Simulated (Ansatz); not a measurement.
Ni₃Sn (Cu3Au type, Pm-3m), PBE (plane waves, PAW; program Ansatz), all energies at zero smearing, with the estimated change up to a 700 eV cutoff added, with one set of potentials and settings (totals compare only within such a set). Cell of 4 atoms (3 Ni, 1 Sn): -23544.086 eV.

```tsv
element	reference phase	E (eV/atom)
Ni	Fm-3m, 1 atoms in the cell, spin-polarised	-5839.7239
Sn	Fd-3m, 2 atoms in the cell	-6024.2128
```

Formation energy per atom, worked out: (-23544.086 − 3×(-5839.7239) − 1×(-6024.2128))/4 = -0.175 eV/atom (-17 kJ per mol of atoms), at 0 K, without zero-point energy or fitted corrections.

The first step of the workflow began from a Materials Project structure, measured or hypothetical; the Crystallography Open Database files this formula in space group No. 221, but the cells were not matched. Its standing as an ambient phase is unchecked. The cell was relaxed with PBE under the symmetry of its start; whether a distortion lowers the energy is not shown. The run is not spin-polarised. The references are the lowest solids computed at this level, not always the standard phases. Scalar-relativistic: spin–orbit coupling is off unless named, which matters more the heavier the elements.

Potentials: the later of the program's two PAW sets.
